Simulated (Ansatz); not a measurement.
Input and command of a plane-wave DFT calculation in Ansatz:

```yaml
crystal:
  lattice:
    - [0.0, 2.179, 2.179]
    - [2.11363, 0.0, 2.179]
    - [2.11363, 2.179, 0.0]
  atoms:
    - { symbol: Ta, position: [0.5, 0.5, 0.5] }
    - { symbol: "N", position: [0.0, 0.0, 0.0] }
basis:
  ecutwfc: 420
kpoints:
  mp_grid: { grid: [18, 18, 18] }
hamiltonian:
  xc: pbesol
scf:
  occupations: { method: gaussian, width: 0.15 }
output:
  forces: true
  stress: true
  eigenvalues: true
```

```bash
ansatz run input.yaml --threads 1 --pin off --max-ram 2560MiB --backend cpu --events-out ev --progress --plain --runs-dir out
```

Processor: Intel(R) Xeon(R) Processor @ 2.50GHz (Skylake/Cascade Lake), 1 thread, on a host shared with other jobs.

How long does it run, and how much memory does it take?

About 18 s on 1 thread of Intel(R) Xeon(R) Processor @ 2.50GHz (Skylake/Cascade Lake), on a shared host, peak memory 0.45 GiB. It solves 13 bands at 480 k points (the mesh reduced by symmetry) with about 395 plane waves, in 6 SCF iterations.
